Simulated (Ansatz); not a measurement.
# Field gradients at the nuclei in TiO2 under strain

The cell is an entry of the Crystallography Open Database (COD), relaxed with PBE at fixed cell and then changed (z stretched by 1 %, ions relaxed).

```
Ti O
1.0
     5.14500    0.00000    0.00000
     0.00000    9.18500    0.00000
     0.00000    0.00000    5.50147
Ti O
8 16
Direct
  0.13861 0.12897 0.90645
  0.63861 0.37103 0.09355
  0.86139 0.62897 0.59355
  0.36139 0.87103 0.40645
  0.86139 0.87103 0.09355
  0.36139 0.62897 0.90645
  0.13861 0.37103 0.40645
  0.63861 0.12897 0.59355
  0.46411 0.23017 0.89109
  0.96411 0.26983 0.10891
  0.53589 0.73017 0.60891
  0.03589 0.76983 0.39109
  0.53589 0.76983 0.10891
  0.03589 0.73017 0.89109
  0.46411 0.26983 0.39109
  0.96411 0.23017 0.60891
  0.81531 0.00974 0.85186
  0.31531 0.49026 0.14814
  0.18469 0.50974 0.64814
  0.68469 0.99026 0.35186
  0.18469 0.99026 0.14814
  0.68469 0.50974 0.85186
  0.81531 0.49026 0.35186
  0.31531 0.00974 0.64814
```

Atom numbers follow the list; atoms alike are taken as one site, whose name carries the number of the first.

Level of theory: DFT, PBE, plane waves and PAW, scalar-relativistic, 420 eV cutoff, Γ-centred 5×3×5 k-points, Fermi–Dirac smearing 0.02 eV (Ansatz 0.2.0).

V_zz is the principal component of the electric field gradient with the largest magnitude, η = (V_xx − V_yy)/V_zz and C_Q = eQV_zz/h. ν_Q = 3|C_Q|/[2I(2I − 1)].

Ti-49: I = 7/2, Q = 247.0 mb; ¹⁷O: I = 5/2, Q = -25.58 mb. Quadrupole moments are those of Pyykkö's year-2017 table.

(1) Which values are expected at the nuclei?

Results:

(1) 

```
site    atoms (order as listed)          first shell  C_Q (MHz)     η  ν_Q (MHz)
  Ti        1, 2, 3, 4, 5, 6, …   6 O at 1.86–2.09 Å      -12.5  0.84      0.890
  O9   9, 10, 11, 12, 13, 14, …  3 Ti at 1.92–2.09 Å       1.50  0.88      0.225
 O17  17, 18, 19, 20, 21, 22, …  3 Ti at 1.86–2.01 Å      -1.27  0.85      0.191
```
